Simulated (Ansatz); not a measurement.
Starting cell, Lu (hcp, Mg type):

```xyz
2
Lattice="3.5044 0.0000 0.0000 -1.7522 3.0349 0.0000 0.0000 0.0000 5.4515" Properties=species:S:1:pos:R:3 pbc="T T T"
Lu     0.0000     2.0233     4.0886
Lu     1.7522     1.0116     1.3629
```

Scan: atom 1 (Lu, nearest neighbour Lu at 3.395 Å; its periodic images, 3.5 Å or more away, move with it) is displaced along Cartesian [110], direction (0.707, 0.707, 0.000) in Cartesian axes, by s. The other atoms stay.

Computed with r2SCAN (plane waves to 500 eV, PAW, scalar-relativistic; Ansatz, an electronic-structure program). k mesh 12×12×7 (Γ-centred), Fermi-Dirac smearing 0.05 eV. The energy includes the smearing's −TS. With partly filled bands, energies and forces of such displacements shift with the k mesh and the smearing. Lu is run without spin polarisation. Lu was relaxed with its symmetry unable to fall. The PAW data are Ansatz's earlier set. ΔE is measured from the undisplaced structure. The last digit holds for this mesh only.

```csv
s (Å),ΔE (meV/cell)
-0.340,93.1
-0.272,59.4
-0.204,withheld
-0.136,14.7
-0.068,3.6
0.000,0.0
0.068,3.4
0.136,13.4
0.204,30.0
0.272,52.8
0.340,81.2
```

### Question
Fit a polynomial form (powers 2, 3, 4) to the given rows and predict ΔE at s = -0.204.

### Answer
Least squares on the 10 given rows: ΔE = (760.7)·s² + (-154.9)·s³ + (-56.61)·s⁴, in meV/cell with s in Å; root-mean-square residual 0.18 meV/cell. At -0.204 the fit gives 32.9 meV/cell; the calculation gives 33.3 meV/cell, so the interpolation is off by -0.4 (-1.2 %). The quadratic term alone would give 31.7 meV/cell.

(A displaced cell: forces are minus the slopes of the energy, force constants its curvatures, and phonons follow from these.)
